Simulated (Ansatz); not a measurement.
The cell below belongs to a search over invented structures; it isn't taken from experiment.

Input and command of a plane-wave DFT calculation in Ansatz:

```yaml
crystal:
  lattice:
    - [-1.91207721, 2.50980575, 6.86675179]
    - [1.91207721, -2.50980575, 6.86675179]
    - [1.91207721, 2.50980575, -6.86675179]
  atoms:
    - { symbol: K, position: [0.5, 0.5, 0.0] }
    - { symbol: K, position: [0.81099333, 0.31099333, 0.5] }
    - { symbol: K, position: [0.18900667, 0.68900667, 0.5] }
    - { symbol: H, position: [0.0, 0.0, 0.0] }
    - { symbol: F, position: [0.21055365, 0.87149477, 0.33905888] }
    - { symbol: F, position: [0.78944635, 0.12850523, 0.66094112] }
    - { symbol: F, position: [0.46756411, 0.12850523, 0.33905888] }
    - { symbol: F, position: [0.53243589, 0.87149477, 0.66094112] }
basis:
  ecutwfc: 420
kpoints:
  mp_grid: { grid: [4, 4, 4] }
hamiltonian:
  xc: pbe
scf:
  occupations: { method: gaussian, width: 0.15 }
  lower_state_search: "off"
output:
  forces: true
  stress: true
  eigenvalues: true
relax:
  adjacent_minimum: "off"
  f_tol: 0.08
  max_steps: 16
  cell: { stress_tol: 0.8 }
```

```bash
ansatz run input.yaml --threads 1 --pin off --max-ram 2560MiB --backend cpu --events-out ev --progress --plain --runs-dir out
```

Processor: Intel(R) Xeon(R) Platinum 8259CL CPU @ 2.50GHz (Skylake/Cascade Lake), 1 thread, on a host shared with other jobs.

Task: Estimate time, memory and problem size.

Result: About 72 s, peak memory 0.47 GiB. It solves 36 bands at 18 k points (after reduction by symmetry) with about 2557 plane waves (on the last cell), in 80 SCF iterations over 12 ionic steps.
